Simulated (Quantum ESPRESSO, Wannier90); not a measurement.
**Wannierisation of ZnS (wurtzite)**

```
ZnS
1.0
    3.80580     0.00000     0.00000
   -1.90290     3.29592     0.00000
    0.00000     0.00000     6.23798
Zn S
2 2
Direct
  0.33333   0.66667   0.00014
  0.66667   0.33333   0.50014
  0.33333   0.66667   0.37486
  0.66667   0.33333   0.87486
```

Cell from Materials Project (mp-560588), symmetrised, no further relaxation. COD (Crystallography Open Database) has the formula in 4 space groups, this one among them (matched by group alone). Level: PBEsol, no spin polarisation, no spin-orbit coupling; pw.x of Quantum ESPRESSO at 68 Ry with PseudoDojo potentials, 12×12×4 k-points, Wannier90. Density: 12×12×6 mesh, cold smearing 0.01 Ry.

The plane-wave run has 48 bands and 52 electrons a cell. On the energy scale of pw.x, whose zero is arbitrary, the valence-band maximum lies at 7.35 eV.

Isolated groups of bands, relative to the valence-band maximum (bands from 27 on overlap up to the last one computed):

| bands | from (eV) | to (eV) | filling | weight on atomic waves |
|---|---|---|---|---|
| 1–2 | -124.70 | -124.70 | filled | Zn 3s 100 % |
| 3–8 | -78.99 | -78.99 | filled | Zn 3p 100 % |
| 9–10 | -13.23 | -11.94 | filled | S 3s 84 %, Zn 4s 11 % |
| 11–26 | -6.43 | 0.00 | filled | Zn 3d 62 %, S 3p 32 % |

Input w.win, without the blocks of cell, atoms and k-points (576 lines):

```
num_bands = 40
num_wann = 26
exclude_bands = 1-8
num_iter = 1000
conv_tol = 1.0e-6
conv_window = 4
dis_num_iter = 1000
dis_conv_tol = 1.0e-6
dis_froz_max = 16.55
write_hr = true
write_u_matrices = true
begin projections
f=0.33025,-0.34551,-0.00428: s;p;d
f=-0.34703,0.32510,-0.50320: s;p;d
f=0.32987,-0.34736,0.37270: s;p
f=-0.33230,0.34691,-0.12447: s;p
end projections
mp_grid = 12 12 4
```

wannier90.x stops with:
```
dis_windows: More states in the frozen window than target WFs
```
At some k-point more bands lie below dis_froz_max than there are Wannier functions, and every frozen state has to fit into the subspace. Mended as below, all else unchanged, the run goes through (Ω_I = 22.0 Å²) and follows the plane-wave bands to 0.7 meV rms (states up to 3.1 eV relative to the valence-band maximum).
```
dis_froz_max = 10.93
```
